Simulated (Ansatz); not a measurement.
Si:
```xyz
2
Lattice="2.6400 0.0000 0.0000 -1.3200 2.2863 0.0000 0.0000 0.0000 4.5581" Properties=species:S:1:pos:R:3 pbc="T T T"
Si     0.0000     1.5242     3.4186
Si     1.3200     0.7621     1.1395
```

Relaxed with r²SCAN. Special points in fractions of this cell's reciprocal vectors: Γ (0.000, 0.000, 0.000); M (0.500, 0.000, 0.000); K (0.333, 0.333, 0.000); A (0.000, 0.000, 0.500); L (0.500, 0.000, 0.500); H (0.333, 0.333, 0.500).

### Question
List the band energies nearest the Fermi level at these points for plane-wave PAW r²SCAN (Ansatz code).

### Answer
In eV from the Fermi level; about four levels below and three above (degenerate sets whole), none deeper than 8.9 eV; … stands for higher levels left out; points with the same levels are listed once.

| k | below | above |
|---|---|---|
| Γ | -8.09 | 10.20 10.20 11.12 |
| M | -2.26 -1.84 -1.56 -0.17 | 4.33 6.61 … |
| K | -6.47 -6.47 -5.77 -0.35 | 0.46 0.46 0.83 0.83 |
| A | – | 0.24 0.24 11.66 11.66 11.66 11.66 |
| L | -7.16 -7.16 -6.46 -6.46 | 5.92 5.92 6.13 6.13 |
| H | -4.14 -4.14 -4.07 -4.07 | 7.55 7.55 … |

Space group P6_3/mmc (hcp (Mg type)). The start of the workflow was typed in or built on a structure type; the Crystallography Open Database copy checked does not list it. It is not the phase usual at ambient conditions (space group No. 227). The r²SCAN relaxation kept the symmetry of its start; whether a distortion lowers the energy is not shown.

Potentials: the earlier of the program's two PAW sets.
